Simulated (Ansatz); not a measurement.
Input:

TiP:
```
TiP
1.0
    3.49566     0.00000     0.00000
   -1.74783     3.02733     0.00000
    0.00000     0.00000    11.69046
Ti P
4 4
Cartesian
  0.00000   2.01822   1.36124
  1.74783   1.00911   7.20647
  0.00000   2.01822   4.48399
  1.74783   1.00911  10.32922
  0.00000   0.00000   0.00000
  0.00000   0.00000   5.84523
  1.74783   1.00911   2.92262
  0.00000   2.01822   8.76785
```

This is the r²SCAN-relaxed structure.

### Question
All from the program Ansatz at the r²SCAN level (PAW), unless another level is named. Estimate the electronic character.

### Answer
metallic (no gap).

### Question
What about the density of states at the Fermi level?

### Answer
0.38 states/eV per atom (mean over ±0.08 eV).

### Question
What about the formation energy from the elements (no fitted shifts)?

### Answer
-1.31 eV/atom.

Space group P6_3/mmc. The workflow started from an entry of the Crystallography Open Database (COD). Its standing as an ambient phase is unchecked. The r²SCAN relaxation kept the symmetry of its start; whether a distortion lowers the energy is not shown. No spin polarisation was allowed. The references are the lowest solids computed at this level, not always the standard phases.

Potentials: the later of the program's two PAW sets.
